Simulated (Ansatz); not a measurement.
## MoSe, relaxed from a rocksalt start to space group I4/mmm (read at 0.02 Å)

The computed numbers are results of PBE, scalar-relativistic (collinear spin) in the plane-wave PAW code Ansatz at 420 eV, 12×12×6 k-mesh, Gaussian smearing of 0.05 eV. The datasets are Ansatz's generated set soft_2.

```
CELL_PARAMETERS angstrom
0.00000 2.68254 2.68254
5.33734 2.68254 2.68254
5.33734 5.36509 0.00000
ATOMIC_POSITIONS crystal
Mo 0.50000 0.50000 0.00000
Se 0.00000 0.00000 0.00000
Mo 0.50000 0.50000 0.50000
Se 0.00000 0.00000 0.50000
```

This is a trial structure made by placing the elements on a prototype's sites, so it needn't be the stable form.

Magnetic state: antiferromagnetic, site spin moments Mo 2.03, -2.03 μB.

The run above is the reference. The same cell was run again with other input settings; several of them aren't fit for production, so the rows show the settings' effect and aren't properties of the material.

| keys changed | outcome | ΔE (meV/atom) | P (GPa) | gap on the mesh (eV) | cell moment (μB) | largest force component (eV/Å) | SCF iterations | rough core-seconds | new warnings |
| --- | --- | --- | --- | --- | --- | --- | --- | --- | --- |
| none (reference) | converged | 0.0 | 0.0 | metal | 0.00 | 0.000 | – | – | – |
| hamiltonian.dispersion: "d3bjatm" | converged | – | -3.7 | metal | 0.00 | 0.000 | 10 | 29 | – |
| scf.occupations.method: "gaussian" → "methfessel_paxton" | converged | 0.0 | 0.1 | metal | 0.00 | 0.000 | 11 | 40 | – |
| scf.eigensolver.kind: "davidson"; scf.mixing.preconditioner: "ldos" | converged | 0.0 | 0.0 | metal | 0.00 | 0.000 | 9 | 40 | – |
| basis.xc_grid: 1 | converged | 0.0 | 0.0 | metal | 0.00 | 0.000 | 10 | 30 | – |

These changes also left energy (to 0.1 meV/atom), pressure, gap, moment and forces as in the reference: scf.n_extra_bands: 32; scf.mixing.algorithm: "anderson"; scf.mixing.beta: 0.1.

ΔE is the energy with the smearing extrapolated to zero. It is left out where the change alters the Hamiltonian or the spin treatment. The varied runs start from atomic densities (corrected by the program's trained start where that serves), with the default search for lower states unless a row changes it, while the reference went on from a saved state, so a magnet may end in another state whatever the setting.

(1) What happens with these changes: hamiltonian.hubbard: {"sites": [{"species": "Mo", "l": "d", "u_eff": 6.0}], "double_counting": "fll"}?

(2) What happens with these changes: scf.occupations.width: 0.05 → null; scf.occupations.method: "gaussian" → "tetrahedron_uncorrected"?

Answers:

(1) outcome converged, P (GPa) 21.7, gap on the mesh (eV) metal, cell moment (μB) 0.00, largest force component (eV/Å) 0.000, SCF iterations 11, rough core-seconds 40, new warnings filled band counts differ across k points.

(2) outcome converged, ΔE (meV/atom) 11.1, P (GPa) -0.3, gap on the mesh (eV) metal, cell moment (μB) 0.00, largest force component (eV/Å) 0.000, SCF iterations 15, rough core-seconds 40, new warnings band table not solved further.

The pair part of a dispersion correction pulls inward (a three-body part mostly pushes out), and in metals and ionic crystals with large ions it often overbinds.

2 further runs (cut off, refused for memory, with changed atoms or starts, or in doubt) are left out.

Of the reference: The run wasn't fully tested for a lower electronic state. Site moments are of spin, integrated over atomic spheres.
